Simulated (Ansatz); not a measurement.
Level of theory: DFT PBE, scalar-relativistic, plane waves, PAW in Ansatz. All cells share a 420 eV cutoff and Γ-centred k meshes spaced at most about 0.3 Å⁻¹ (about 0.25 or finer for metals, 2π included). No spin polarisation in the final relaxations.

These are static total energies at zero pressure.

Compare these two cells of Ga₂P, each relaxed at this level.

A.

```
Ga P
1.0
     4.81686    0.00000    0.00000
    -2.40843    4.17153    0.00000
     0.00000    0.00000    2.69301
Ga P
2 1
Direct
  0.66667 0.33333 0.50000
  0.33333 0.66667 0.50000
  0.00000 0.00000 0.00000
```

B.

```
Ga P
1.0
     0.00000    3.12811    3.12811
     3.12811    0.00000    3.12811
     3.12811    3.12811    0.00000
Ga P
2 1
Direct
  0.50000 0.50000 0.50000
  0.75000 0.75000 0.75000
  0.00000 0.00000 0.00000
```

Problem. Which is lower in energy, and by how much?

Solution. B is lower, by 62 meV/atom. A has space group P6/mmm (No. 191), 18.0 Å³/atom and no gap on its mesh; B has space group F-43m (No. 216), 20.4 Å³/atom and no gap. Counting P atoms around Ga (those within 1.25 times the shortest such distance or 1.15 times the sum of covalent radii; the shortest distance is added where it is long for a bond; a slash parts the counts of unlike sites), A has Ga 6 from 3.1 Å and B has Ga 4 from 2.7 Å/6 from 3.1 Å. The lower one is the more open, so pressure narrows the difference. Even the lower one lies +0.23 eV/atom against the reference forms of the elements (uncorrected), so neither is stable at this level. In A, Ga is surrounded by 5 Ga at 2.69–2.78 Å and 6 P at 3.09 Å; P is surrounded by 2 P at 2.69 Å and 12 Ga at 3.09 Å. In B, around Ga on its first site lie 4 Ga at 2.71 Å and 6 P at 3.13 Å; around Ga on its second site lie 4 Ga at 2.71 Å and 4 P at 2.71 Å; P has 4 Ga at 2.71 Å and 6 Ga at 3.13 Å. Both come from invented guesses. A third cell relaxed alike, in P-4m2, lies 193 meV/atom below the lower of the two.

In P6/mmm, F-43m an odd number of electrons in the primitive cell allows no gap without spin; a larger cell or a magnetic state could open one. A magnetic state wasn't ruled out in cells without spin, among them P6/mmm, F-43m. Cells relaxed within their symmetry can be saddle points.
